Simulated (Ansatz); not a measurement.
Data:

Relaxed PbS (rock salt):

```xyz
4
Lattice="0.0000 5.9027 5.9027 2.9513 0.0000 2.9513 2.9513 2.9513 0.0000" Properties=species:S:1:pos:R:3 pbc="T T T"
S      0.0000     0.0000     0.0000
S      0.0000     2.9513     2.9513
Pb     2.9513     2.9513     2.9513
Pb     2.9513     5.9027     5.9027
```

In each cell atom 2 (S, nearest neighbour Pb at 2.951 Å; its periodic images, 4.2 Å or more away, move with it) moves by s·(0.577, 0.577, 0.577) (along Cartesian [111]), the rest being held.

All values below come from PBEsol (plane waves to 420 eV, PAW, scalar-relativistic; Ansatz, an electronic-structure program). k mesh 4×8×8 (Γ-centred), Fermi-Dirac smearing 0.05 eV. The energy includes the smearing's −TS. PbS was relaxed with its symmetry unable to fall. Spin-orbit coupling is left out, though Pb is heavy. The zero of ΔE is the undisplaced structure.

The scan covers s from -0.590 to 0.590 Å in 11 points.

### Question
Is this a single well or a double well?

### Answer
A single well with its minimum at or next to zero displacement.

### Question
Is the energy the same for equal positive and negative displacements?

### Answer
Even: the same for both signs. With its periodic images moving along, the atom's site symmetry in this cell is -3m.

### Question
What is the force constant k = d²E/ds² of this move at s = 0?

### Answer
2.60 eV/Å².

(A displaced cell: forces are minus the slopes of the energy, force constants its curvatures, and phonons follow from these.)
